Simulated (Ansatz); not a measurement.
Mg₃Sb₂ (A-La2O3 type, space group P-3m1)

```
Mg3Sb2
1.0
    4.56691     0.00000     0.00000
   -2.28346     3.95506     0.00000
    0.00000     0.00000     7.24702
Sb Mg
2 3
Cartesian
  0.00000   2.63671   1.65774
  2.28346   1.31835   5.58928
  0.00000   0.00000   0.00000
  0.00000   2.63671   4.59131
  2.28346   1.31835   2.65571
```

The relaxed cell is deformed in two ways at once: its volume V is scaled, and at that volume it is stretched along z (the c axis of the conventional cell) so that c/a changes. Fractional atomic positions are held.

Computed with r2SCAN (plane waves to 500 eV, PAW, scalar-relativistic; Ansatz, a program for electronic structure). k mesh 12×12×7 (Γ-centred), Fermi-Dirac smearing 0.05 eV. Energies are smeared free energies. As the atoms are clamped, bonds stretch with the cell, which overstates energies and stresses. Mg3Sb2 was relaxed with its symmetry unable to fall. Spin-orbit coupling is left out, though Sb is heavy. ΔE is measured from the relaxed starting cell.

**Question.** Predict the ΔE (meV/atom) at all points of the grid V/V₀ = 0.920, 0.960, 1.000, 1.040, 1.080 by (c/a)/(c/a)₀ = 0.960, 0.980, 1.000, 1.020, 1.040.

**Answer.** ΔE (meV/atom), with V/V₀ across and (c/a)/(c/a)₀ down:

```
(c/a)/(c/a)₀ \ V/V₀  0.920  0.960  1.000  1.040  1.080
-------------------  -----  -----  -----  -----  -----
0.960                 35.9   13.7    7.0   13.1   29.5
0.980                 30.5    8.3    1.7    7.8   24.3
1.000                 29.2    6.8    0.0    5.9   22.2
1.020                 31.9    8.9    1.7    7.1   23.1
1.040                 38.1   14.4    6.4   11.3   26.6
```

(A scan under strain: stresses follow from slopes of the energy per volume, elastic moduli from its curvatures.)
